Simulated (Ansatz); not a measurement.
Here is the system:

Rb2NaYF6:
```yaml
crystal:
  lattice:
    - [0.00000, 4.45815, 4.45815]
    - [4.45815, 0.00000, 4.45815]
    - [4.45815, 4.45815, 0.00000]
  atoms:
    - { symbol: Rb, position: [0.75000, 0.75000, 0.75000] }
    - { symbol: Rb, position: [0.25000, 0.25000, 0.25000] }
    - { symbol: Na, position: [0.50000, 0.50000, 0.50000] }
    - { symbol: Y, position: [0.00000, 0.00000, 0.00000] }
    - { symbol: F, position: [0.75773, 0.24227, 0.24227] }
    - { symbol: F, position: [0.24227, 0.75773, 0.75773] }
    - { symbol: F, position: [0.24227, 0.75773, 0.24227] }
    - { symbol: F, position: [0.75773, 0.24227, 0.75773] }
    - { symbol: F, position: [0.24227, 0.24227, 0.75773] }
    - { symbol: F, position: [0.75773, 0.75773, 0.24227] }
```

This is the HSE06-relaxed structure.

Problem. All from HSE06 in the plane-wave PAW code Ansatz, unless another level is named. Predict the band gap.

Solution. 8.70 eV (direct).

Problem. Give the valence-band maximum.

Solution. at Γ.

Space group Fm-3m. The first step of the workflow began from a Materials Project structure, measured or hypothetical; the Crystallography Open Database files this formula in space group No. 225, but the cells were not matched. Whether it is the stable phase at ambient conditions was not checked. Symmetry was held in the HSE06 relaxation; whether a distortion lowers the energy is not shown. The run is not spin-polarised. The hybrid was solved on a coarse mesh, the path and, where they were found, the r²SCAN edge points; its band edges are the extreme levels among these. Scalar-relativistic: spin–orbit coupling is off unless named, which matters more the heavier the elements.

Potentials: the later of the program's two PAW sets.
